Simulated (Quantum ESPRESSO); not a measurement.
pw.x input (Quantum ESPRESSO 7.5; LDA, PseudoDojo standard norm-conserving files, scalar-relativistic):

```
&CONTROL
  calculation = 'scf'
  pseudo_dir = './pseudo'
  outdir = './out'
  tprnfor = .true.
  tstress = .true.
/
&SYSTEM
  ibrav = 0
  nat = 10
  ntyp = 4
  ecutwfc = 88.0
  ecutrho = 352.0
  occupations = 'smearing'
  smearing = 'fd'
  degauss = 0.002
  nbnd = 48
/
&ELECTRONS
  conv_thr = 1e-09
/
ATOMIC_SPECIES
Na 22.9898 Na.upf
Cl 35.4500 Cl.upf
Sc 44.9559 Sc.upf
Rb 85.4678 Rb.upf
CELL_PARAMETERS angstrom
  0.000000000000   5.190680000000   5.190680000000
  5.190680000000   0.000000000000   5.190680000000
  5.190680000000   5.190680000000   0.000000000000
ATOMIC_POSITIONS crystal
Na   0.500000000000   0.500000000000   0.500000000000
Cl   0.760580000000   0.239420000000   0.239420000000
Cl   0.239420000000   0.760580000000   0.760580000000
Cl   0.239420000000   0.760580000000   0.239420000000
Cl   0.760580000000   0.239420000000   0.760580000000
Cl   0.239420000000   0.239420000000   0.760580000000
Cl   0.760580000000   0.760580000000   0.239420000000
Sc   0.000000000000   0.000000000000   0.000000000000
Rb   0.750000000000   0.750000000000   0.750000000000
Rb   0.250000000000   0.250000000000   0.250000000000
K_POINTS automatic
6 6 6 0 0 0
```

End of the output:

```
     total energy              =    -494.69295147 Ry
     estimated scf accuracy    <       0.00000029 Ry
     total energy              =    -494.69295162 Ry
     estimated scf accuracy    <       0.00000023 Ry
     total energy              =    -494.69295167 Ry
     estimated scf accuracy    <          1.1E-09 Ry
[...]
     the Fermi energy is     2.8465 ev
!    total energy              =    -494.69295167 Ry
     estimated scf accuracy    <          8.2E-10 Ry
     smearing contrib. (-TS)   =       0.00000000 Ry
     internal energy E=F+TS    =    -494.69295167 Ry
     The total energy is F=E-TS. E is the sum of the following terms:
     one-electron contribution =    -204.99174348 Ry
     hartree contribution      =     126.60123058 Ry
     xc contribution           =    -111.11312711 Ry
     ewald contribution        =    -305.18931166 Ry
     convergence has been achieved in  11 iterations
     Forces acting on atoms (cartesian axes, Ry/au):
     atom    1 type  1   force =     0.00000000    0.00000000    0.00000000
     atom    2 type  2   force =    -0.00929370    0.00000000    0.00000000
     atom    3 type  2   force =     0.00929370    0.00000000    0.00000000
     atom    4 type  2   force =     0.00000000   -0.00929370    0.00000000
     atom    5 type  2   force =     0.00000000    0.00929370    0.00000000
     atom    6 type  2   force =     0.00000000    0.00000000   -0.00929370
     atom    7 type  2   force =     0.00000000    0.00000000    0.00929370
     atom    8 type  3   force =    -0.00000000    0.00000000    0.00000000
     atom    9 type  4   force =     0.00000000   -0.00000000    0.00000000
     atom   10 type  4   force =     0.00000000    0.00000000   -0.00000000
     Total force =     0.022765     Total SCF correction =     0.000103
     Computing stress (Cartesian axis) and pressure
          total   stress  (Ry/bohr**3)                   (kbar)     P=      -25.30
  -0.00017196   0.00000000   0.00000000          -25.30        0.00        0.00
   0.00000000  -0.00017196   0.00000000            0.00      -25.30        0.00
  -0.00000000   0.00000000  -0.00017196           -0.00        0.00      -25.30
```
In a gapped system the printed Fermi energy is only some level inside the gap.

Geometry of the Materials Project entry, not relaxed at this level.
